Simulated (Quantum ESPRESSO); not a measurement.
# Si4O6FN: one run as intended and one with a planted mistake

Simulated, not a measurement. The program is pw.x of Quantum ESPRESSO 7.5 (plane-wave density functional theory). The cell is made up: 12 atoms on a rutile lattice, with randomly drawn elements, strain and displacements, not relaxed. PseudoDojo standard norm-conserving files (v0.5 for PBE, v0.4.1 for LDA and PBEsol) set the functional; there is no spin polarisation, spin-orbit coupling or dispersion term, and the masses in the input are unused placeholders.

Intended input:

```
&control calculation='scf', pseudo_dir='./dojo.nc.sr.pbe.v0_5.standard.upf', outdir='./o', disk_io='low', tprnfor=.true., tstress=.true. /
&system ibrav=0, nat=12, ntyp=4, nbnd=38, ecutwfc=84.00895049, nosym=.true., tot_charge=0,
 occupations='smearing', smearing='fd', degauss=0.0018374661
/
&electrons conv_thr=7.350e-09, electron_maxstep=60, /
ATOMIC_SPECIES
F 1.0 F.upf
N 1.0 N.upf
O 1.0 O.upf
Si 1.0 Si.upf
CELL_PARAMETERS angstrom
4.1986 0.0631 0.0483
0.0631 4.2999 0.0222
0.0614 0.0283 5.4145
ATOMIC_POSITIONS angstrom
Si -0.0341 0.0261 -0.0208
Si 2.1282 2.2172 1.3622
Si 0.0471 0.0122 2.7005
Si 2.2224 2.1768 4.0936
O 1.3032 1.4239 0.0379
O 2.9705 2.994 0.0123
O 3.3288 0.8743 1.3912
F 0.8048 3.5102 1.38
N 1.2858 1.3288 2.6699
O 3.0395 3.0746 2.8028
O 3.4281 0.9253 4.1504
O 0.9459 3.4454 4.0906
K_POINTS automatic
5 5 4 1 1 1
```

The log is shortened where brackets say so; the opening notice, blank lines, dates and the lines on written files are dropped, and the path of the files is cut. It prints rydbergs, bohrs and kilobars, and counts compression as positive stress. Where no state is partly filled, the Fermi energy that it prints is only some level between the filled and the empty states on the mesh, and need not lie in the true gap.

Log of the intended run:

```
     Program PWSCF v.7.5
     Parallel version (MPI & OpenMP), running on       4 processor cores
     Number of MPI processes:                 4
     Threads/MPI process:                     1
     [start-up lines left out]
     bravais-lattice index     =            0
     lattice parameter (alat)  =       7.9356  a.u.
     unit-cell volume          =     659.4083 (a.u.)^3
     number of atoms/cell      =           12
     number of atomic types    =            4
     number of electrons       =        64.00
     number of Kohn-Sham states=           38
     kinetic-energy cutoff     =      84.0090  Ry
     charge density cutoff     =     336.0358  Ry
     scf convergence threshold =      7.3E-09
     mixing beta               =       0.7000
     number of iterations used =            8  plain     mixing
     Exchange-correlation= PBE
                           (   1   4   3   4   0   0   0)
     [axes and pseudopotential details left out]
   Cartesian axes
     site n.     atom                  positions (alat units)
         1        Si     tau(   1) = (  -0.0081203   0.0062152  -0.0049531  )
         2        Si     tau(   2) = (   0.5067925   0.5279862   0.3243834  )
         3        Si     tau(   3) = (   0.0112160   0.0029052   0.6430754  )
         4        Si     tau(   4) = (   0.5292245   0.5183657   0.9748171  )
         5        O      tau(   5) = (   0.3103336   0.3390761   0.0090252  )
         6        O      tau(   6) = (   0.7073711   0.7129672   0.0029290  )
         7        O      tau(   7) = (   0.7926937   0.2081988   0.3312892  )
         8        F      tau(   8) = (   0.1916486   0.8358909   0.3286221  )
         9        N      tau(   9) = (   0.3061901   0.3164298   0.6357886  )
        10        O      tau(  10) = (   0.7238022   0.7321606   0.6674363  )
        11        O      tau(  11) = (   0.8163403   0.2203435   0.9883430  )
        12        O      tau(  12) = (   0.2252490   0.8204599   0.9741027  )
     number of k points=    50  Fermi-Dirac smearing, width (Ry)=  0.0018
                       cart. coord. in units 2pi/alat
        k(    1) = (   0.0974823   0.0957389   0.0953411), wk =   0.0400000
        k(    2) = (   0.0952660   0.0947702   0.2892651), wk =   0.0400000
     [further k points left out]
     Dense  grid:    68605 G-vectors     FFT dimensions: (  48,  48,  60)
     Estimated max dynamical RAM per process >     162.41 MB
     Estimated total dynamical RAM >     599.38 MB
     Initial potential from superposition of free atoms
     starting charge      63.9975, renormalised to      64.0000
     Starting wfcs are   48 randomized atomic wfcs
     total cpu time spent up to now is        4.7 secs
     per-process dynamical memory:   130.6 Mb
     Self-consistent Calculation
     iteration #  1     ecut=    84.01 Ry     beta= 0.70
     Davidson diagonalization with overlap
     ethr =  1.00E-02,  avg # of iterations =  3.0
     total cpu time spent up to now is       13.2 secs
     total energy              =    -301.96218011 Ry
     estimated scf accuracy    <       2.64962333 Ry
     iteration #  2     ecut=    84.01 Ry     beta= 0.70
     Davidson diagonalization with overlap
     ethr =  4.14E-03,  avg # of iterations =  3.0
     total cpu time spent up to now is       21.8 secs
     total energy              =    -302.65562771 Ry
     estimated scf accuracy    <       1.94913327 Ry
     [iterations 3 to 9 left out]
     iteration # 10     ecut=    84.01 Ry     beta= 0.70
     Davidson diagonalization with overlap
     ethr =  2.05E-09,  avg # of iterations =  2.0
     total cpu time spent up to now is       86.4 secs
     total energy              =    -303.06443115 Ry
     estimated scf accuracy    <       0.00000023 Ry
     iteration # 11     ecut=    84.01 Ry     beta= 0.70
     Davidson diagonalization with overlap
     ethr =  3.53E-10,  avg # of iterations =  2.0
     total cpu time spent up to now is       93.8 secs
     End of self-consistent calculation
     [lines on levels left out]
     the Fermi energy is    13.1425 ev
!    total energy              =    -303.06443122 Ry
     estimated scf accuracy    <          6.7E-09 Ry
     smearing contrib. (-TS)   =       0.00000000 Ry
     internal energy E=F+TS    =    -303.06443122 Ry
     The total energy is F=E-TS. E is the sum of the following terms:
     one-electron contribution =     -36.54083919 Ry
     hartree contribution      =      66.72892531 Ry
     xc contribution           =     -81.49925310 Ry
     ewald contribution        =    -251.75326423 Ry
     convergence has been achieved in  11 iterations
     Forces acting on atoms (cartesian axes, Ry/au):
     atom    1 type  4   force =    -0.05391821    0.08623148   -0.11206533
     atom    2 type  4   force =     0.06016083   -0.17864379    0.09425489
     atom    3 type  4   force =    -0.04255893    0.15433640    0.15038269
     atom    4 type  4   force =    -0.08131287   -0.04924308   -0.09686187
     atom    5 type  3   force =    -0.03490743   -0.04006700    0.00779628
     atom    6 type  3   force =     0.00755675    0.04749694    0.07747463
     atom    7 type  3   force =     0.08570965   -0.07213193   -0.04796754
     atom    8 type  1   force =     0.04163672   -0.03060483   -0.06278237
     atom    9 type  2   force =     0.03658344    0.05263737    0.01386148
     atom   10 type  3   force =    -0.00172531    0.00803972   -0.07357013
     atom   11 type  3   force =     0.03010740   -0.05224225    0.00215327
     atom   12 type  3   force =    -0.04733204    0.07419098    0.04732401
     Total force =     0.435949     Total SCF correction =     0.000180
     Computing stress (Cartesian axis) and pressure
          total   stress  (Ry/bohr**3)                   (kbar)     P=       41.88
   0.00045733  -0.00139528  -0.00025347           67.27     -205.25      -37.29
  -0.00139528  -0.00013739  -0.00016052         -205.25      -20.21      -23.61
  -0.00025347  -0.00016052   0.00053410          -37.29      -23.61       78.57
     init_run     :      4.38s CPU      4.54s WALL (       1 calls)
     electrons    :     88.41s CPU     89.11s WALL (       1 calls)
     forces       :      2.13s CPU      2.13s WALL (       1 calls)
     stress       :      7.70s CPU      7.73s WALL (       1 calls)
     [timing details left out]
     PWSCF        :   1m42.83s CPU   1m43.78s WALL
     JOB DONE.
```

A second run has one planted mistake: the cell and the positions are scaled by a wrong factor. The input lines that differ, file-writing options aside:

```
- 4.1986 0.0631 0.0483
+ 4.1772 0.0628 0.0481
- 0.0631 4.2999 0.0222
+ 0.0628 4.278 0.0221
- 0.0614 0.0283 5.4145
+ 0.0611 0.0282 5.3869
- Si -0.0341 0.0261 -0.0208
+ Si -0.0339 0.026 -0.0207
- Si 2.1282 2.2172 1.3622
+ Si 2.1173 2.2059 1.3553
- Si 0.0471 0.0122 2.7005
+ Si 0.0469 0.0121 2.6867
- Si 2.2224 2.1768 4.0936
+ Si 2.2111 2.1657 4.0727
- O 1.3032 1.4239 0.0379
+ O 1.2966 1.4166 0.0377
- O 2.9705 2.994 0.0123
+ O 2.9554 2.9787 0.0122
- O 3.3288 0.8743 1.3912
+ O 3.3118 0.8698 1.3841
- F 0.8048 3.5102 1.38
+ F 0.8007 3.4923 1.373
- N 1.2858 1.3288 2.6699
+ N 1.2792 1.322 2.6563
- O 3.0395 3.0746 2.8028
+ O 3.024 3.0589 2.7885
- O 3.4281 0.9253 4.1504
+ O 3.4106 0.9206 4.1292
- O 0.9459 3.4454 4.0906
+ O 0.9411 3.4278 4.0697
```

Its log:

```
     Program PWSCF v.7.5
     Parallel version (MPI & OpenMP), running on       4 processor cores
     Number of MPI processes:                 4
     Threads/MPI process:                     1
     [start-up lines left out]
     bravais-lattice index     =            0
     lattice parameter (alat)  =       7.8952  a.u.
     unit-cell volume          =     649.3786 (a.u.)^3
     number of atoms/cell      =           12
     number of atomic types    =            4
     number of electrons       =        64.00
     number of Kohn-Sham states=           38
     kinetic-energy cutoff     =      84.0090  Ry
     charge density cutoff     =     336.0358  Ry
     scf convergence threshold =      7.3E-09
     mixing beta               =       0.7000
     number of iterations used =            8  plain     mixing
     Exchange-correlation= PBE
                           (   1   4   3   4   0   0   0)
     [axes and pseudopotential details left out]
   Cartesian axes
     site n.     atom                  positions (alat units)
         1        Si     tau(   1) = (  -0.0081140   0.0062231  -0.0049546  )
         2        Si     tau(   2) = (   0.5067798   0.5279863   0.3243936  )
         3        Si     tau(   3) = (   0.0112256   0.0028962   0.6430667  )
         4        Si     tau(   4) = (   0.5292310   0.5183644   0.9748085  )
         5        O      tau(   5) = (   0.3103437   0.3390659   0.0090236  )
         6        O      tau(   6) = (   0.7073806   0.7129575   0.0029201  )
         7        O      tau(   7) = (   0.7926856   0.2081883   0.3312870  )
         8        F      tau(   8) = (   0.1916491   0.8358886   0.3286302  )
         9        N      tau(   9) = (   0.3061789   0.3164232   0.6357904  )
        10        O      tau(  10) = (   0.7238001   0.7321535   0.6674328  )
        11        O      tau(  11) = (   0.8163336   0.2203474   0.9883319  )
        12        O      tau(  12) = (   0.2252541   0.8204504   0.9740904  )
     number of k points=    50  Fermi-Dirac smearing, width (Ry)=  0.0018
                       cart. coord. in units 2pi/alat
        k(    1) = (   0.0974808   0.0957377   0.0953401), wk =   0.0400000
        k(    2) = (   0.0952623   0.0947685   0.2892643), wk =   0.0400000
     [further k points left out]
     Dense  grid:    67561 G-vectors     FFT dimensions: (  48,  48,  60)
     Estimated max dynamical RAM per process >     160.18 MB
     Estimated total dynamical RAM >     591.25 MB
     Initial potential from superposition of free atoms
     starting charge      63.9975, renormalised to      64.0000
     Starting wfcs are   48 randomized atomic wfcs
     total cpu time spent up to now is        4.8 secs
     per-process dynamical memory:   128.9 Mb
     Self-consistent Calculation
     iteration #  1     ecut=    84.01 Ry     beta= 0.70
     Davidson diagonalization with overlap
     ethr =  1.00E-02,  avg # of iterations =  3.0
     total cpu time spent up to now is       13.2 secs
     total energy              =    -301.96245491 Ry
     estimated scf accuracy    <       2.65509034 Ry
     iteration #  2     ecut=    84.01 Ry     beta= 0.70
     Davidson diagonalization with overlap
     ethr =  4.15E-03,  avg # of iterations =  3.0
     total cpu time spent up to now is       21.4 secs
     total energy              =    -302.67656853 Ry
     estimated scf accuracy    <       1.85227418 Ry
     [iterations 3 to 9 left out]
     iteration # 10     ecut=    84.01 Ry     beta= 0.70
     Davidson diagonalization with overlap
     ethr =  1.68E-09,  avg # of iterations =  2.0
     total cpu time spent up to now is       89.0 secs
     total energy              =    -303.05996917 Ry
     estimated scf accuracy    <       0.00000014 Ry
     iteration # 11     ecut=    84.01 Ry     beta= 0.70
     Davidson diagonalization with overlap
     ethr =  2.21E-10,  avg # of iterations =  2.0
     total cpu time spent up to now is       97.5 secs
     End of self-consistent calculation
     [lines on levels left out]
     the Fermi energy is    13.4737 ev
!    total energy              =    -303.05996922 Ry
     estimated scf accuracy    <          7.2E-09 Ry
     smearing contrib. (-TS)   =       0.00000000 Ry
     internal energy E=F+TS    =    -303.05996922 Ry
     The total energy is F=E-TS. E is the sum of the following terms:
     one-electron contribution =     -34.65552300 Ry
     hartree contribution      =      66.28088371 Ry
     xc contribution           =     -81.64236525 Ry
     ewald contribution        =    -253.04296468 Ry
     convergence has been achieved in  11 iterations
     Forces acting on atoms (cartesian axes, Ry/au):
     atom    1 type  4   force =    -0.05227558    0.08641290   -0.11260827
     atom    2 type  4   force =     0.06162349   -0.17812718    0.09795246
     atom    3 type  4   force =    -0.04368925    0.15655329    0.15360558
     atom    4 type  4   force =    -0.08363554   -0.04994628   -0.10039007
     atom    5 type  3   force =    -0.04028412   -0.04501231    0.00810555
     atom    6 type  3   force =     0.01104557    0.05168452    0.07888712
     atom    7 type  3   force =     0.08504126   -0.07135947   -0.04828216
     atom    8 type  1   force =     0.04513265   -0.03384602   -0.06523576
     atom    9 type  2   force =     0.03507327    0.05184388    0.01516895
     atom   10 type  3   force =    -0.00056018    0.00953380   -0.07652506
     atom   11 type  3   force =     0.02900744   -0.05187955    0.00094055
     atom   12 type  3   force =    -0.04647901    0.07414240    0.04838109
     Total force =     0.442757     Total SCF correction =     0.000152
     Computing stress (Cartesian axis) and pressure
          total   stress  (Ry/bohr**3)                   (kbar)     P=       87.31
   0.00075187  -0.00142440  -0.00026998          110.60     -209.54      -39.72
  -0.00142440   0.00014357  -0.00017316         -209.54       21.12      -25.47
  -0.00026998  -0.00017316   0.00088516          -39.72      -25.47      130.21
     init_run     :      4.49s CPU      4.64s WALL (       1 calls)
     electrons    :     91.65s CPU     92.78s WALL (       1 calls)
     forces       :      1.46s CPU      1.49s WALL (       1 calls)
     stress       :      4.93s CPU      4.94s WALL (       1 calls)
     [timing details left out]
     PWSCF        :   1m42.69s CPU   1m44.08s WALL
     JOB DONE.
```

```
                                            intended run  run with the mistake
                          free energy (eV)     -4123.402             -4123.341
                    smearing term -TS (eV)        0.0000                0.0000
                            pressure (GPa)          4.19                  8.73
            largest force component (eV/Å)         4.593                 4.580
largest change of a force component (eV/Å)                               0.138
                                iterations            11                    11
```

For scale, a rerun of the intended cell at a cutoff of 1437 eV and k mesh 7 x 7 x 6 moved values by no more than 0.003 eV in energy, 0.04 GPa in stress and 0.003 eV/Å in force.